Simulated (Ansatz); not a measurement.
With the program Ansatz at the r²SCAN level (PAW), Si2Mo in the orthorhombic phase (Fddd; Si on 16f, Mo on 8a) relaxes to a = 4.577 Å, b = 7.993 Å, c = 8.730 Å. Its formation energy from the elements is -0.38 eV/atom, with no fitted shifts.

Electronic character: metallic (no gap).

An equation-of-state fit gives a bulk modulus of 210 GPa. Bader charges are Si -0.09, Mo +0.17 e.

The start of the workflow was typed in or built on a structure type; neither database checked (COD, Materials Project) lists it. It is not the phase usual at ambient conditions (space group No. 139). The r²SCAN relaxation kept the symmetry of its start; whether a distortion lowers the energy is not shown. No spin polarisation was allowed. The references are the lowest solids computed at this level, not always the standard phases. Scalar-relativistic: spin–orbit coupling is off unless named, which matters more the heavier the elements.

Potentials: the earlier of the program's two PAW sets.
